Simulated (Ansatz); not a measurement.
AgI:
```
AgI
1.0
    4.43622     0.00000     0.00000
   -2.21811     3.84188     0.00000
    0.00000     0.00000    14.61398
Ag I
4 4
Cartesian
  0.00000   0.00000   4.69852
  0.00000   0.00000  12.00551
  2.21811   1.28063   6.26566
  0.00000   2.56125  13.57265
  0.00000   0.00000   0.26744
  0.00000   0.00000   7.57443
  2.21811   1.28063   3.38236
  0.00000   2.56125  10.68935
```

Plane-wave PAW PBE+D3(BJ) (Ansatz code) gives a gap of 1.45 eV without spin–orbit coupling, maximum at Γ, minimum at Γ.

Task: What happens when spin–orbit coupling is switched on?

Result: The gap shrinks by 0.28 eV, to 1.17 eV; maximum at Γ, minimum at Γ.

Task: Give the electron effective mass with spin–orbit coupling.

Result: 0.17, 0.23, 0.23 mₑ (principal values).

Task: Give the hole effective mass with spin–orbit coupling.

Result: 0.32, 0.32, 1.6 mₑ (principal values).

Space group P6_3mc. The first step of the workflow began from a Materials Project structure, measured or hypothetical. Its sites differ from those of the usual phase in this space group: another stacking or structure type. Symmetry was held in the PBE+D3(BJ) relaxation; whether a distortion lowers the energy is not shown. The run is not spin-polarised.

Potentials: the later of the program's two PAW sets.
